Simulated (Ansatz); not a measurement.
The calculation used DFT PBE, scalar-relativistic, plane waves, PAW in Ansatz. Settings: cutoff 420 eV, Γ-centred meshes spaced at most about 0.3 Å⁻¹, and about 0.25 Å⁻¹ or finer for metals (2π included), Gaussian smearing. Collinear spin in cells that started with moments and kept them past the coarse steps, no spin elsewhere.

These are static total energies at zero pressure.

Compare these two cells of Ca3TiN, each relaxed at this level.

A. (no spin)

```xyz
5
Lattice="7.0740 0.0000 0.0000 -3.5370 6.1263 0.0000 0.0000 0.0000 3.7874" Properties=species:S:1:pos:R:3 pbc="T T T"
Ca    3.5370    0.0000    1.8937
Ca   -1.7685    3.0631    1.8937
Ca    1.7685    3.0631    1.8937
Ti    0.0000    0.0000    1.8937
N     0.0000    0.0000    0.0000
```

B. (site moments Ti 2.4; N 0.1 μB)

```xyz
5
Lattice="4.9932 0.0000 0.0000 0.0000 4.9932 0.0000 0.0000 0.0000 4.9932" Properties=species:S:1:pos:R:3 pbc="T T T"
Ca    2.4966    2.4966    0.0000
Ca    0.0000    2.4966    2.4966
Ca    2.4966    0.0000    2.4966
Ti    0.0000    0.0000    0.0000
N     2.4966    2.4966    2.4966
```

Question: Which is lower in energy, and by how much?

Answer: B is lower, by 274 meV/atom. A has space group P6/mmm (No. 191), 32.8 Å³/atom and no gap on its mesh; B has the antiperovskite type, space group Pm-3m (No. 221), 24.9 Å³/atom and no gap. Counting Ca or Ti atoms around N (for each partner element, those within 1.25 times its shortest distance or 1.15 times the sum of covalent radii, where it is the nearest in units of that sum or under 1.3), A has N 2 and B has N 6. Their magnetic states differ too, which can make part of the margin. The denser one is the lower, and pressure would at first widen the difference. Even the lower one lies +0.03 eV/atom against the reference forms of the elements (uncorrected), a margin that errors in the energy of the gaseous reference can exceed. Both come from invented guesses.

The magnetic state reached may not be the lowest. Cells relaxed within their symmetry can be saddle points. Some candidate types were left out of the draw beforehand, so a known form may be missing.
